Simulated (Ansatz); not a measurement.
Ca (fcc, Cu type): energy over volume and axial ratio

Ca (fcc, Cu type)

Space group Fm-3m (No. 225); a = b = c = 5.5264 Å, α = β = γ = 90.00°

```
atom  site  symmetry       x       y       z
----  ----  --------  ------  ------  ------
Ca      4a      m-3m  0.0000  0.0000  0.0000
```
(The calculation used a cell of 1 atom; values per cell refer to that cell.)

The relaxed cell is deformed in two ways at once: its volume V is scaled, and at that volume it is stretched along z (the c axis of the conventional cell) so that c/a changes. Fractional atomic positions are held.

Calculation: PBE (plane waves to 420 eV, PAW, scalar-relativistic; Ansatz, a quantum-chemistry and plane-wave program). k mesh 15×15×15 (Γ-centred), Fermi-Dirac smearing 0.05 eV. The energy includes the smearing's −TS. Compression counts positive. With partly filled bands, the response to shear is sensitive to the k mesh, so small differences along c/a are uncertain. Ca was relaxed with its symmetry unable to fall. The PAW data are Ansatz's earlier set. ΔE is measured from the relaxed starting cell.

ΔE (eV/atom), with V/V₀ across and (c/a)/(c/a)₀ down:

```csv
(c/a)/(c/a)₀ \ V/V₀,0.960,0.973,0.987,1.000,1.013,1.027,1.040
0.880,0.010,0.008,0.007,0.006,0.007,0.008,0.010
0.920,0.007,0.005,0.004,0.003,0.004,0.005,0.007
0.960,0.005,0.003,0.001,0.001,0.001,0.003,0.004
1.000,0.004,0.002,0.000,0.000,0.000,0.002,0.003
1.040,0.005,0.003,0.002,0.001,0.002,0.003,0.005
1.080,0.009,0.006,0.005,0.005,0.005,0.006,0.008
1.120,0.015,0.013,0.012,0.012,0.012,0.013,0.015
```

σzz (GPa), with V/V₀ across and (c/a)/(c/a)₀ down:

```csv
(c/a)/(c/a)₀ \ V/V₀,0.960,0.973,0.987,1.000,1.013,1.027,1.040
0.880,1.0,0.7,0.5,0.2,0.0,-0.2,-0.4
0.920,1.0,0.7,0.5,0.2,0.0,-0.2,-0.4
0.960,0.9,0.7,0.4,0.2,-0.1,-0.3,-0.5
1.000,0.8,0.5,0.2,0.0,-0.2,-0.4,-0.6
1.040,0.5,0.3,0.0,-0.2,-0.5,-0.7,-0.9
1.080,0.2,-0.1,-0.3,-0.5,-0.8,-1.0,-1.2
1.120,-0.2,-0.5,-0.7,-0.9,-1.2,-1.4,-1.5
```

Key numbers:

```
Property                                                                                          Value
-----------------------------------------------------  ------------------------------------------------
Shear modulus C′ = (C11 − C12)/2 (fit, atoms clamped)                                           3.7 GPa
Lowest place on the grid                                V/V₀ = 1.000, (c/a)/(c/a)₀ = 1.000 (0 meV/atom)
Highest place on the grid                              V/V₀ = 1.040, (c/a)/(c/a)₀ = 1.120 (15 meV/atom)
```

The 49 points together took around 3 core-minutes (rough).

(Under strain, the slope of the energy per volume gives the stress and its curvature an elastic modulus.)
